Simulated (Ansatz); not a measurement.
Straining Cr

Level of theory: DFT PBEsol, scalar-relativistic, plane waves, PAW in Ansatz 0.2.0. Run with 420 eV cutoff, 14×14×14 k-mesh, Gaussian smearing of 0.10 eV, no spin polarisation.

The relaxed crystal:

```xyz
2
Lattice="2.8143 0.0000 0.0000 0.0000 2.8143 0.0000 0.0000 0.0000 2.8143" Properties=species:S:1:pos:R:3 pbc="T T T"
Cr    0.0000    0.0000    0.0000
Cr    1.4071    1.4071    1.4071
```

Deformation: biaxial strain in the a-b plane, with the length and tilt of c and the atoms relaxed, all within the symmetry that the strain leaves. Energies are extrapolated to zero smearing.

```tsv
strain (%)	ΔE (meV/atom)	a (Å)	b (Å)	c (Å)
-6.0	168.4	2.645	2.645	2.945
-4.0	72.1	2.702	2.702	2.889
-2.0	17.1	2.758	2.758	2.850
+0.0	0.0	2.814	2.814	2.814
+2.0	15.7	2.871	2.871	2.784
+4.0	61.3	2.927	2.927	2.757
+6.0	131.8	2.983	2.983	2.727
```

Q: What stiffness (1/V) d²E/dε² at zero strain does a cubic fit over all points give?

A: A cubic fit gives (1/V) d²E/dε² = 1200 GPa at zero strain (twice the biaxial modulus).

Q: How does the free axis c answer a small strain?

A: Between the innermost points its strain is -0.59 times the applied one.